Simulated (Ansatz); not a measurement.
KMnF3: pressure against volume

KMnF3, Pm-3m, a = 4.187 Å. The structure is a COD entry; whether it is the stable form wasn't checked. Ansatz: r2SCAN, PAW, 500 eV, Γ-centred 8×8×8 mesh on 5 atoms, Gaussian smearing 0.02 eV; collinear spin, largest moment 4.2 μB. Symmetry fixes shape and atoms, so the cell is only scaled; pressure is positive in compression.

| V (Å³/atom) | P (GPa) |
| --- | --- |
| 12.918 | 12.38 |
| 13.358 | ? |
| 13.799 | 5.13 |
| 14.239 | 2.34 |
| 14.679 | -0.02 |
| 15.120 | -2.01 |
| 15.560 | -3.70 |
| 16.147 | -5.54 |

Take V0 = 14.679 Å³/atom, count pressures from its P0 = -0.02 GPa, fit the third-order Birch–Murnaghan form to the other rows, and predict the missing pressure.

With the Eulerian strain f = ½[(V0/V)^(2/3) − 1] and y = (P − P0)/[3f(1 + 2f)^(5/2)], the form is the line y = B0 + 1.5 B0 (B0′ − 4) f. Rows (f, y): 0.04447, 75.1; 0.02104, 73.6; 0.01025, 73.0; -0.00977, 71.3; -0.01906, 70.9; -0.03078, 70.1. Means f = 0.002692, y = 72.333; Σ(Δf)² = 0.003888, ΣΔfΔy = 0.2627; the slope is their ratio. y = 72.15 + 67.56 f GPa, so B0 = 72.2 GPa and B0′ = 4 + 2 × (67.56)/(3 × 72.15) = 4.62. At V = 13.358, f = 0.03244, y = 74.34 and P = 8.45 GPa. The run gave 8.45 GPa, the same to the digits shown.

The state reached may not be the lowest one. The cell holds one magnetic atom, so it can only be ferromagnetic; an antiferromagnetic order may lie lower.

Symmetry holds off the tilts and polar distortions that many cubic perovskites undergo.